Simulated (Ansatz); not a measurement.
Hf (hcp, Mg type)

```
Hf
1.0
    3.20423     0.00000     0.00000
   -1.60212     2.77495     0.00000
    0.00000     0.00000     5.06913
Hf
2
Direct
  0.33333   0.66667   0.75000
  0.66667   0.33333   0.25000
```

In this cell atom 1 (Hf, nearest neighbour Hf at 3.138 Å; its periodic images, 3.2 Å or more away, move with it) is moved by u·(1.000, 0.000, 0.000) + v·(0.000, 1.000, 0.000); the rest is frozen.

Method: PBE (plane waves to 420 eV, PAW, scalar-relativistic; Ansatz, a program for electronic structure). k mesh 13×13×8 (Γ-centred), Fermi-Dirac smearing 0.05 eV. Stress and pressure are positive under compression. With partly filled bands, energies and forces of such displacements shift with the k mesh and the smearing. Hf is run without spin polarisation. Hf was relaxed with its symmetry unable to fall. Spin-orbit coupling is left out, though Hf is heavy. 

Task: Estimate the P (GPa) for all points of the grid u = -0.780, -0.390, 0.000, 0.390, 0.780 by v = -0.780, -0.390, 0.000, 0.390, 0.780.

Result: P (GPa), with u across and v down:

```csv
v \ u,-0.780,-0.390,0.000,0.390,0.780
-0.780,1.2,-0.6,-0.7,-0.6,1.2
-0.390,0.3,-0.6,-0.2,-0.6,0.3
0.000,-0.7,-0.3,0.0,-0.3,-0.7
0.390,-0.7,-0.5,-0.4,-0.5,-0.7
0.780,-0.7,-0.5,-0.2,-0.5,-0.7
```

(For displaced atoms, the force is minus the slope of the energy, and its curvature is a force constant, which sets phonon frequencies.)
